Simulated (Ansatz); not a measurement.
**Be (P6_3/mmc), clamped-ion strain scan**

The calculation used DFT PBEsol, scalar-relativistic, plane waves, PAW (Ansatz). Cutoff 420 eV, Γ-centred 24×24×14 k-points, Gaussian smearing of 0.15 eV. No spin polarisation. Energies are free energies at this smearing, counted from the undisturbed cell; pressure is positive in compression.

The starting cell (as given, not relaxed at this level; it stands at -5.7 GPa):

```
CELL_PARAMETERS angstrom
2.29950 0.00000 0.00000
-1.14975 1.99143 0.00000
0.00000 0.00000 3.60090
ATOMIC_POSITIONS crystal
Be 0.33333 0.66667 0.25000
Be 0.66667 0.33333 0.75000
```

The cell is strained by ε times the Voigt pattern (0, 1, 0, 0, 0, 0) (xx, yy, zz, yz, xz, xy; engineering shear) with fractional coordinates fixed. The cell is metallic on the mesh throughout.

```
      ε  ΔE (meV/atom)
-0.1000           57.0
-0.0750           23.2
-0.0500            3.8
-0.0250           -3.3
 0.0000            0.0
 0.0250           11.8
 0.0500           31.4
 0.0750           58.1
 0.0875           73.7
 0.1000           90.6
```

Predict the pressure (GPa) at each point.

```csv
ε,pressure (GPa)
-0.1000,8.0
-0.0750,3.8
-0.0500,0.1
-0.0250,-3.0
0.0000,-5.7
0.0250,-8.0
0.0500,-10.0
0.0750,-11.6
0.0875,-12.3
0.1000,-12.9
```